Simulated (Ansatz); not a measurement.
The end point of a relaxation of CdS. Space group P6₃mc (No. 186), AFLOW prototype AB_hP8_186_ab_ab (B5, as in SiC). Computed with r2SCAN (plane waves to 500 eV, PAW, scalar-relativistic; Ansatz, an electronic-structure program).

Space group P6₃mc (No. 186); a = 4.160 Å, b = 4.160 Å, c = 13.560 Å, α = 90.00°, β = 90.00°, γ = 120.00°

```json
[
 {"atom": "Cd", "site": "2a", "symmetry": "3m.", "x": "0.0000", "y": "0.0000", "z": "0.0004"},
 {"atom": "Cd", "site": "2b", "symmetry": "3m.", "x": "0.3333", "y": "0.6667", "z": "0.2502"},
 {"atom": "S", "site": "2a", "symmetry": "3m.", "x": "0.0000", "y": "0.0000", "z": "0.3126"},
 {"atom": "S", "site": "2b", "symmetry": "3m.", "x": "0.3333", "y": "0.6667", "z": "0.0624"}
]
```

For CdS, the volume per atom is 25.41 Å³, the band gap is 1.58 eV, direct at Γ (no spin-orbit coupling) and the shortest distances is Cd–S 2.54 Å. The k-mesh is 9×9×3.

Band energies at high-symmetry points (eV from the VBM; labels of this space group; no spin-orbit coupling), from −5 eV up to 6.6 eV:

```json
[
 {"point": "Γ", "energies": "-4.30 -2.42 -2.41 -0.74 -0.74 -0.39 -0.39 -0.38 -0.38 -0.02 0.00 0.00 1.58 3.13 3.31 3.33"},
 {"point": "M", "energies": "-4.26 -4.06 -3.76 -3.59 -2.34 -1.91 -1.84 -1.32 -1.32 -1.29 -0.89 -0.73 3.54 3.74 4.32 4.64 5.32 5.55 6.35 6.47"},
 {"point": "K", "energies": "-3.93 -3.84 -3.84 -3.60 -2.76 -2.76 -1.96 -1.96 -1.82 -1.41 -1.41 -1.11 4.83 5.17 5.17 5.51 5.51 5.54 6.53 6.53"},
 {"point": "A", "energies": "-3.71 -3.71 -0.97 -0.97 -0.64 -0.64 -0.64 -0.64 -0.12 -0.12 -0.12 -0.12 2.39 2.39 3.37 3.37"},
 {"point": "L", "energies": "-4.11 -4.11 -3.77 -3.77 -2.01 -2.01 -1.69 -1.69 -1.18 -1.18 -0.91 -0.91 3.93 3.93 4.29 4.29 5.11 5.11"},
 {"point": "H", "energies": "-3.85 -3.85 -3.78 -3.78 -2.65 -2.65 -2.16 -2.16 -1.45 -1.45 -1.30 -1.30 4.86 4.86 5.22 5.22 5.86 5.86"}
]
```

No spin polarisation in the result.

The run could not lose the symmetry of its start; a randomly shaken copy of 8 atoms returns to this structure.

The first start was generated by placing the elements on the sites of a structure type. A measured structure of CdS has the same space group, P6₃mc (No. 186); the sites were not compared with it.
